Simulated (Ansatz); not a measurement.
Here is the system:

BN:
```xyz
2
Lattice="1.2488 0.7210 3.2909 -1.2488 0.7210 3.2909 0.0000 -1.4420 3.2909" Properties=species:S:1:pos:R:3 pbc="T T T"
B      0.0000     0.0000     9.8695
N      0.0000     0.0000     3.2853
```

This is the r²SCAN+D4-relaxed structure. x, y and z are the axes in which the lattice vectors are written.

Problem. All from DFT-r²SCAN+D4 in the program Ansatz with PAW potentials, unless another level is named. Give the smallest direct gap on the standard path.

Solution. 5.35 eV.

Problem. Predict the electron effective mass.

Solution. 0.22, 0.90, 2.4 mₑ (principal values).

Problem. Predict the hole effective mass.

Solution. 0.63, 0.63, 22 mₑ (principal values).

Problem. Predict the HSE06 gap on the r²SCAN+D4 cell.

Solution. 5.44 eV.

Problem. Give the valence-band maximum.

Solution. off the standard path, at k = (-0.008, 0.299, -0.320) in fractions of the reciprocal vectors.

Space group R3m. The first step of the workflow began from a Materials Project structure, measured or hypothetical; the Crystallography Open Database copy checked does not list it. It is not the phase usual at ambient conditions (space group No. 186, 194, 216). The r²SCAN+D4 relaxation kept the symmetry of its start; whether a distortion lowers the energy is not shown.

Potentials: the earlier of the program's two PAW sets. The files were generated under PBE; for other functionals the program regenerates the frozen cores, and for LDA and PBEsol the local potential too.
